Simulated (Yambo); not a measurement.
BaSnO₃ (cubic perovskite, space group Pm-3m, No. 221); a = 4.143 Å, b = 4.143 Å, c = 4.143 Å, α = 90.00°, β = 90.00°, γ = 90.00°. With the G0W0 scissor the direct gap on the mesh is 2.16 eV.

**Question.** Does this run resolve the lowest exciton, and if so, what are its energy and binding? (Yambo, LDA bands; 8×8×8 mesh, 9 valence and 1 conduction bands, static screening with 47 bands and a 3 Ry block, scissor 1.12 eV, Tamm-Dancoff.)

**Answer.** No. The lowest state covers only about 1 of the 512 k points, so the mesh doesn't resolve it: its energy and its distance from the direct gap are mesh artefacts. An extended exciton needs a far denser mesh. The scissor comes from a G0W0 run whose convergence isn't established. Spin-orbit splittings are left out. The cell is held in this high symmetry; tilts and polar distortions were not searched.

The standard potential for Sn keeps a d shell in the valence without the s and p states of that shell. In tests on such compounds this moved G0W0 gaps by up to about 0.9 eV, so absolute quasiparticle energies here are unreliable; differences between settings are what counts.

Geometry of the Materials Project entry, not relaxed at this level.
